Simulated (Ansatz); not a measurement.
BeS (zinc blende), relaxed and computed with several functionals in Ansatz (plane waves, PAW).

```
functional  a (Å)  gap (eV)  B₀ by P(V) fit (GPa)
----------  -----  --------  --------------------
PBE         4.876      3.15                  92.9
r²SCAN      4.869      3.59                  97.5
HSE06           …         …                     …
```

Task: What belongs in the gaps?

Result: 
- HSE06, a (Å): 4.853
- HSE06, gap (eV): 4.06
- HSE06, B₀ by P(V) fit (GPa): 99.0

All cells were relaxed under the symmetry of their starts (and spin orders); stability against distortions was not tested throughout.

Potentials: the later of the program's two PAW sets.

Ansatz (a program for electronic structure) is a plane-wave DFT program.
